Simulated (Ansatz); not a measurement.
Al2Au (fluorite type, space group Fm-3m)

```
CELL_PARAMETERS angstrom
      0.00000     6.05991     6.05991
      3.02996     0.00000     3.02996
      3.02996     3.02996     0.00000
ATOMIC_POSITIONS crystal
  Al 0.12500 0.25000 0.25000
  Al 0.62500 0.25000 0.25000
  Al 0.37500 0.75000 0.75000
  Al 0.87500 0.75000 0.75000
  Au 0.00000 0.00000 0.00000
  Au 0.50000 0.00000 0.00000
```

The atoms are displaced by Q × the pattern below (from a DFPT mode at L = (0.5, 0.0, 0.0), largest move 1; Q in Å), at fixed cell. It is one choice among 2 degenerate patterns. (q is in reciprocal vectors of the primitive cell; the cell shown is doubled to hold the pattern.)

```json
[
 {"atom": "Al1", "x": "-0.204", "y": "0.371", "z": "-0.575"},
 {"atom": "Al2", "x": "0.204", "y": "-0.371", "z": "0.575"},
 {"atom": "Al3", "x": "0.204", "y": "-0.371", "z": "0.575"},
 {"atom": "Al4", "x": "-0.204", "y": "0.371", "z": "-0.575"},
 {"atom": "Au5", "x": "-0.285", "y": "0.520", "z": "-0.805"},
 {"atom": "Au6", "x": "0.285", "y": "-0.520", "z": "0.805"}
]
```

Method: PBE (plane waves to 420 eV, PAW, scalar-relativistic; Ansatz, a quantum-chemistry and plane-wave program). k mesh 13×13×13 (Γ-centred), Fermi-Dirac smearing 0.05 eV. The energy includes the smearing's −TS. With partly filled bands, energies and forces of such displacements shift with the k mesh and the smearing. Al2Au was relaxed with its symmetry unable to fall. Spin-orbit coupling is left out, though Au is heavy. The zero of ΔE is the undisplaced structure.

```csv
Q (Å),ΔE (meV/cell),−dE/dQ from forces (eV/Å)
-0.180,(withheld),0.933
-0.150,59,0.784
-0.120,38,0.632
-0.090,22,0.477
-0.060,10,0.320
-0.030,2,0.161
0.000,0,0.000
0.030,2,-0.161
0.060,10,-0.320
0.090,22,-0.477
0.120,38,-0.632
0.150,59,-0.784
0.180,(withheld),-0.933
```

### Question
Fill in the missing entries.

### Answer

- -0.180, ΔE (meV/cell): 85
- 0.180, ΔE (meV/cell): 85

(A displaced cell: forces are minus the slopes of the energy, force constants its curvatures, and phonons follow from these.)
